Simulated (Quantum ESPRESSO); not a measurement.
## Li2Mg2Mo2InAl (one composition in several site orders)

Computed values, not a measurement. The program is pw.x of Quantum ESPRESSO 7.5 (plane-wave density functional theory). The cell is made up: eight metal atoms on a face-centred cubic lattice, with elements, volume, strain and displacements drawn at random and not relaxed, so it may be unstable or far from any real phase. PseudoDojo standard norm-conserving files set the functional (PBE unless stated); there is no spin polarisation or spin-orbit coupling, the Fermi-Dirac width of 0.25 eV means electrons at about 2900 K, and the masses in the input are unused placeholders. A spin test at this wide smearing found no moment, but such smearing suppresses magnetism that the real alloy may have.

The runs put one composition on the sites in different orders. Cell, positions, cutoff, mesh and smearing stay as in the input of run 1; sites are counted in its order. Stress in the tables is positive in tension.

Input of run 1:

```
&control calculation='scf', pseudo_dir='./dojo.nc.sr.pbe.v0_5.standard.upf', outdir='./o', disk_io='medium', tprnfor=.true., tstress=.true. /
&system ibrav=0, nat=8, ntyp=5, nbnd=45, ecutwfc=84.00895049, nosym=.true., tot_charge=0,
 occupations='smearing', smearing='fd', degauss=0.0183746611
/
&electrons conv_thr=1.470e-08, electron_maxstep=70, mixing_beta=0.5 /
ATOMIC_SPECIES
Al 1.0 Al.upf
In 1.0 In.upf
Li 1.0 Li.upf
Mg 1.0 Mg.upf
Mo 1.0 Mo.upf
CELL_PARAMETERS angstrom
0.0384 -0.0411 -4.0842
4.1438 0.0313 -0.0384
-0.0626 -8.1762 -0.0821
ATOMIC_POSITIONS angstrom
Li -0.0607 -0.0031 -0.0752
Mg -0.1094 -4.0678 -0.1951
Mg 1.9429 -1.9169 0.1075
Mo 2.1004 -6.199 -0.0295
Li 0.0117 -2.0239 -2.1762
Mo -0.0221 -6.1547 -2.1873
In 2.116 -0.1278 -2.0549
Al 2.0141 -4.0432 -2.053
K_POINTS automatic
6 6 3 1 1 1
```

| run | elements on sites 1 to 8 | free energy less that of run 1 (eV) | -TS (eV) | pressure (GPa) | stress xx (GPa) | stress yy (GPa) | stress zz (GPa) | stress yz (GPa) | stress xz (GPa) | stress xy (GPa) | iterations |
| --- | --- | --- | --- | --- | --- | --- | --- | --- | --- | --- | --- |
| 1 | Li Mg Mg Mo Li Mo In Al | 0.000 | -0.967 | -0.27 | 3.04 | -3.29 | 1.06 | 0.72 | -0.78 | 0.46 | 11 |
| 2 | Mo Li In Mg Mo Li Mg Al | 0.810 | -1.126 | 4.31 | -5.84 | -3.10 | -3.99 | 0.34 | -0.52 | 1.49 | 12 |
| 3 | Mo Li Mg Li Mo Mg In Al | 0.658 | -1.134 | 3.55 | -5.80 | -2.90 | -1.96 | -0.30 | -1.09 | 1.00 | 11 |
| 4 | Li Mg Mg Li In Mo Mo Al | 2.252 | -1.171 | 2.12 | -0.16 | 1.37 | -7.57 | 0.89 | -0.83 | 0.53 | 12 |
| 5 | Li In Mo Mg Mo Al Mg Li | 0.735 | -0.975 | 1.71 | 0.97 | -6.04 | -0.06 | 0.62 | -0.98 | 0.89 | 12 |
| 6 | Li Mg Al Mo Li In Mg Mo | 0.802 | -1.167 | 0.58 | -4.86 | 1.98 | 1.15 | 0.04 | -1.60 | 0.22 | 12 |

Forces Fx Fy Fz (eV/Å):

| site | run 1 | run 2 | run 3 | run 4 | run 5 | run 6 |
| --- | --- | --- | --- | --- | --- | --- |
| 1 | 0.25 0.08 0.13 | 0.55 -1.35 0.38 | 0.70 -1.42 0.67 | 0.19 0.32 0.14 | 0.23 0.00 0.11 | 0.30 0.05 0.22 |
| 2 | 0.36 -0.29 0.70 | 0.19 -0.12 0.34 | 0.17 -0.11 0.36 | 0.24 -1.04 0.76 | 0.23 0.34 0.59 | 0.34 0.50 0.89 |
| 3 | 0.22 -0.71 -0.90 | 0.96 -1.40 -1.89 | 0.56 -1.37 -1.46 | 0.52 -0.20 -1.46 | 0.03 -1.05 -0.28 | 0.22 -1.07 -0.77 |
| 4 | -0.29 1.10 -0.06 | -0.57 0.62 -0.33 | -0.40 0.24 -0.34 | -0.32 0.04 -0.36 | -0.56 0.17 -0.47 | -1.10 1.29 -0.97 |
| 5 | -0.15 -0.20 0.44 | -0.82 0.05 1.41 | -0.43 -0.13 0.86 | -0.35 0.25 0.79 | 0.16 -0.20 -0.38 | -0.17 -0.37 0.32 |
| 6 | -0.19 0.14 -0.18 | 0.06 0.38 0.19 | 0.06 0.54 0.12 | 0.11 -1.13 0.48 | 0.19 -0.06 0.38 | 0.45 -0.24 0.61 |
| 7 | -0.12 1.38 0.40 | -0.39 1.21 0.16 | -0.67 1.56 0.06 | -0.37 3.12 0.12 | -0.27 0.84 0.34 | -0.14 0.26 0.33 |
| 8 | -0.09 -1.51 -0.53 | 0.01 0.60 -0.26 | 0.02 0.70 -0.27 | -0.02 -1.37 -0.47 | -0.02 -0.03 -0.28 | 0.10 -0.41 -0.63 |

The sites are displaced and not relaxed, so the energy differences mix bonding between neighbours with strain and are not ordering energies. A rerun of one cell of this series at a higher cutoff and on a denser mesh moved values by no more than 0.004 eV in energy, 0.06 GPa in stress and 0.010 eV/Å in force, and a second program with other atomic files agreed on that cell to 2 % rms in force and 0.5 GPa in pressure.